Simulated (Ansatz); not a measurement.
# Sn: trigonal deformation path

Method: DFT PBEsol, scalar-relativistic, plane waves, PAW (Ansatz). Settings: plane waves to 420 eV, k-mesh 24×24×24 (Γ-centred), Gaussian smearing 0.15 eV. No spin polarisation. Energies are free energies at this smearing, counted from the undisturbed cell; pressure is positive in compression.

The undisturbed cell (relaxed at this level; with this scan's settings it stands at -0.2 GPa; this bcc form isn't the usual structure):

```
CELL_PARAMETERS angstrom
-1.87240 1.87240 1.87240
1.87240 -1.87240 1.87240
1.87240 1.87240 -1.87240
ATOMIC_POSITIONS crystal
Sn 0.00000 0.00000 0.00000
```

At fixed volume and fractional coordinates, lengths along (0.577, 0.577, 0.577) are scaled against those across it; ρ is that ratio over its starting value. The cell is metallic on the mesh throughout. At ρ = 2.000 the cell becomes cubic (Pm-3m), and there the slope of the energy vanishes by symmetry.

```csv
ρ,ΔE (meV/atom),pressure (GPa)
0.500,4708.0,71.6
0.600,1868.5,30.2
0.710,590.0,10.8
0.850,89.5,1.7
0.930,15.7,0.1
1.000,0.0,-0.2
1.080,11.0,0.0
1.200,46.2,1.0
1.410,89.5,2.5
1.700,46.8,3.4
2.000,30.2,3.8
```

Cost: 11 runs of about 3.9 core-minutes in all, on Arm Neoverse V1 (shared hosts).